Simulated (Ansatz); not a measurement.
In DFT-HSE06 in the program Ansatz with PAW potentials, SiO2 in the trigonal phase (P3_121; O on 6c, Si on 3a) relaxes to a = 4.982 Å, c = 5.467 Å. O has 2 nearest neighbours from 1.61 Å (bent); Si has 4 nearest neighbours from 1.61 Å (tetrahedral).

It is gapped at this level: 7.69 eV (indirect). The valence maximum lies at K and the conduction minimum at Γ.

Bader charges are O -1.68, Si +3.36 e.

Symmetry was held in the HSE06 relaxation. The hybrid was solved on a coarse mesh, the path and, where they were found, the r²SCAN edge points; its band edges are the extreme levels among these.

Potentials: the later of the program's two PAW sets.
